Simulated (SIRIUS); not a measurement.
One base run on CoGe (P2_13, 8 atoms in the cell; from Materials Project mp-10692) and variants with one or two settings moved

```
CoGe
1.0
    4.57947     0.00000     0.00000
    0.00000     4.57947     0.00000
    0.00000     0.00000     4.57947
Co Ge
4 4
Cartesian
  0.62661   0.62661   0.62661
  1.66313   3.95286   2.91634
  2.91634   1.66313   3.95286
  3.95286   2.91634   1.66313
  3.84588   3.84588   3.84588
  3.02332   0.73359   1.55615
  1.55615   3.02332   0.73359
  0.73359   1.55615   3.02332
```

Base run A: PBEsol, PseudoDojo 0.4 standard norm-conserving PBEsol (tails mended) pseudopotentials run with SIRIUS, self-consistent single point.

Its settings: parameters.ngridk = 3 3 3; parameters.xc_functionals = [XC_GGA_X_PBE_SOL, XC_GGA_C_PBE_SOL]; parameters.gk_cutoff = 9.798 1/bohr; parameters.pw_cutoff = 19.596 1/bohr; parameters.smearing = cold; parameters.smearing_width = 0.00734986 Ha; potentials = PseudoDojo 0.4 standard norm-conserving PBEsol (tails mended) pseudopotentials; parameters.electronic_structure_method = pseudopotential; parameters.num_bands = 74; parameters.num_mag_dims = 0; parameters.num_dft_iter = 100; parameters.energy_tol = 1e-07 Ha; parameters.density_tol = 1e-06; mixer.type = anderson; mixer.beta = 0.3; mixer.use_hartree = true.

The run has no spin polarisation, so moments on Co cannot form. The structure comes from a collection of computed structures, made at another level of theory; the collection holds predicted forms beside known ones. No clean gap shows at this smearing width and mesh (spacing up to 0.46 Å⁻¹); the mesh is coarse for partly filled bands, so the values carry mesh errors.

ΔF is the free energy per atom less that of run A. 

Runs:
- B: parameters.energy_tol: 1e-07 Ha → 3.7e-07 Ha; parameters.density_tol: 1e-06 → 1
- C: parameters.gk_cutoff: 9.798 1/bohr → 6.197 1/bohr; parameters.pw_cutoff: 19.596 1/bohr → 12.394 1/bohr
- D: parameters.pw_cutoff: 19.596 1/bohr → 30.984 1/bohr
- E: lattice vector a scaled by 1.02
- F: lattice vector c scaled by 0.98
- G: parameters.ngridk: 3 3 3 → 1 1 1; parameters.smearing_width: 0.00734986 Ha → 0.0110248 Ha
- H: iterative_solver.num_steps: default → 40
- I: parameters.num_dft_iter: 100 → 200; mixer.max_history: default → 8
- J: parameters.energy_tol: 1e-07 Ha → 1e-08 Ha; parameters.density_tol: 1e-06 → 1e-08

```
run  ΔF (meV/atom)  pressure (GPa)  largest force (eV/Å)  k-points
---  -------------  --------------  --------------------  --------
A             0.00           -1.20                 0.044         4
B             0.00           -1.22                 0.044         4
C          49288.9        -2113.07                 2.204         4
D             0.00           -1.20                 0.044         4
E              6.1           -4.81                 0.077         8
F              3.2            3.02                 0.145         8
G            498.7            2.21                 1.107         1
H             0.00           -1.20                 0.044         4
I             0.00           -1.20                 0.044         4
J             0.00           -1.20                 0.044         4
```

Run F against A: The free energy rises by 3.2 meV/atom, the pressure goes from -1.20 to 3.02 GPa and the largest force goes from 0.044 to 0.145 eV/Å.

Run E against A: The free energy rises by 6.1 meV/atom, the pressure goes from -1.20 to -4.81 GPa and the largest force goes from 0.044 to 0.077 eV/Å.

Run C against A: The free energy rises by 49.3 eV/atom, the pressure goes from -1.20 to -2113 GPa and the largest force goes from 0.044 to 2.204 eV/Å.

Small differences between rows can be mesh errors.

At a cut-down plane-wave cutoff the stress holds a Pulay term: a spurious tension from the incomplete basis, which lowers the pressure; energies, forces and gaps of such rows are unconverged too.

“Tails mended”: in these copies of the files the far tail of each local potential was reset to the Coulomb form.
